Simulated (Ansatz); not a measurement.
**GaNi: do energies and stresses tell the same story?**

Method: DFT PBEsol, scalar-relativistic, plane waves, PAW in Ansatz 0.2.0.

Settings: cutoff 420 eV, Γ-centred mesh 14×14×14 on the computed 2-atom cell, Gaussian smearing of 0.10 eV; no spin polarisation.

Relaxed cell: Pm-3m, a = 2.873 Å, b = 2.873 Å, c = 2.873 Å, α = 90.00°, β = 90.00°, γ = 90.00°, 2 atoms in the primitive cell. Whether it is the stable form of this composition wasn't checked.

Energies at zero smearing and pressures from the stress tensor, at volumes with shape and atoms relaxed:
```
V (Å³/atom) E − E(first) (meV/atom) P (GPa)
     10.433                     0.00    30.60
     10.788                   -56.74    20.86
     11.144                   -93.65    12.68
     11.499                  -113.88     5.81
     11.855                  -120.11     0.03
     12.211                  -114.57    -4.83
     12.566                   -99.15    -8.90
     13.041                   -65.97   -13.29
```

Problem. Check P = −dE/dV between neighbouring volumes, and get the bulk modulus from the pressures alone.

Solution. With 1 eV/Å³ = 160.2 GPa:
| middle V (Å³/atom) | −ΔE/ΔV (GPa) | mean P (GPa) |
| --- | --- | --- |
| 10.610 | 25.562 | 25.728 |
| 10.966 | 16.626 | 16.767 |
| 11.322 | 9.117 | 9.242 |
| 11.677 | 2.807 | 2.917 |
| 12.033 | -2.497 | -2.399 |
| 12.389 | -6.947 | -6.861 |
| 12.804 | -11.211 | -11.090 |

The two differ by 0.17 GPa at most. The mean of two end pressures misses the average over a step by about ΔV² P″/12, up to 0.14 GPa here; with that taken off 0.03 GPa remains. The stress is the derivative of the free energy, not of the energy at zero smearing, and with free energies 0.00 GPa remains. Around V = 11.855 Å³/atom, the two neighbours give B = −V ΔP/ΔV = 11.855 × 10.63 / 0.711 = 177.2 GPa, against B0 = 176.0 GPa from the Birch–Murnaghan fit of the energies.

A ferromagnetic start lost its moments in a first run, so spin was left out; other magnetic orders weren't tried.